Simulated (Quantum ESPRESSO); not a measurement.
```cif
data_Ag2Cl2
_chemical_formula_sum 'Cl2 Ag2'
_space_group_name_H-M_alt 'P 1'
_space_group_IT_number 1
_cell_length_a 5.73805
_cell_length_b 5.73805
_cell_length_c 3.84499
_cell_angle_alpha 90.000
_cell_angle_beta 90.000
_cell_angle_gamma 142.443
loop_
_space_group_symop_operation_xyz
  'x, y, z'
loop_
_atom_site_label
_atom_site_type_symbol
_atom_site_fract_x
_atom_site_fract_y
_atom_site_fract_z
_atom_site_occupancy
Cl1 Cl 0.86452 0.13548 0.25000 1
Cl2 Cl 0.13548 0.86452 0.75000 1
Ag1 Ag 0.39864 0.60136 0.75000 1
Ag2 Ag 0.60136 0.39864 0.25000 1
```

Cell and atoms were relaxed with PBEsol from Materials Project entry mp-570858, within its symmetry.

**Question.** What does PBEsol (pw.x of Quantum ESPRESSO, ONCV potentials, scalar-relativistic) give for the electronic structure near the Fermi level?

**Answer.** The PBEsol gap is indirect, 0.34 eV, from 87 % of the way from Γ to X to Γ; the smallest direct gap is 1.87 eV. Another valence extremum on the path lies within 0.02 eV, too close to call. Spin-orbit splittings are left out.

This is not the ordinary phase of the substance; no match was found in the copy of COD used, and its stability was not checked.

Letters of k points follow the standard setting of the lattice, whose axes may be ordered differently from the printed cell.
